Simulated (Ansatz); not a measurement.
Level of theory: Ansatz, DFT PBE, scalar-relativistic, plane waves, PAW. All cells share a 420 eV cutoff and Γ-centred k meshes spaced at most about 0.3 Å⁻¹ (about 0.25 or finer for metals, 2π included). No spin polarisation in the final relaxations.

Temperature and zero-point effects are left out.

Two relaxed structures of MgSc₂C₂:

1.

```xyz
5
Lattice="-2.0960 2.0960 4.7793 2.0960 -2.0960 4.7793 2.0960 2.0960 -4.7793" Properties=species:S:1:pos:R:3 pbc="T T T"
Mg    0.0000    0.0000    0.0000
Sc    0.0000    0.0000    3.0380
Sc    0.0000    0.0000    6.5205
C     0.0000    2.0960    2.3896
C     2.0960    0.0000    2.3896
```

2.

```xyz
10
Lattice="4.9793 -2.9537 0.0000 4.9793 2.9537 0.0000 0.0000 0.0000 5.3648" Properties=species:S:1:pos:R:3 pbc="T T T"
Mg    4.9793   -2.1565    4.0236
Mg    4.9793    2.1565    1.3412
Sc    3.1689   -1.1136    1.3412
Sc    3.1689    1.1136    4.0236
Sc    6.7897    1.1136    4.0236
Sc    6.7897   -1.1136    1.3412
C     1.7443    0.0000    0.0000
C     8.2143    0.0000    2.6824
C     8.2143    0.0000    0.0000
C     1.7443    0.0000    2.6824
```

**Question.** Which form is favoured at zero pressure, and by what margin per atom?

**Answer.** Cell 2 is lower, by 271 meV/atom. Cell 1 has space group I4/mmm (No. 139), 16.8 Å³/atom and no gap on its mesh; cell 2 has space group Cmcm (No. 63), 15.8 Å³/atom and no gap. Counting C atoms around Mg and Sc (those within 1.25 times the shortest such distance or 1.15 times the sum of covalent radii, 1.27 where that leaves under three; the shortest distance is added where it exceeds 1.18 times the sum of covalent radii), cell 1 has Mg 8 from 3.2 Å, Sc 4 and cell 2 has Mg 4, Sc 4. The denser one is the lower, and pressure would at first widen the difference. Both come from invented guesses. A third cell relaxed alike, in P-3m1, lies 107 meV/atom below the lower of the two.

Cells relaxed within their symmetry can be saddle points. The Cmcm cell of MgSc2C2 came from shaking the I4/mmm one.
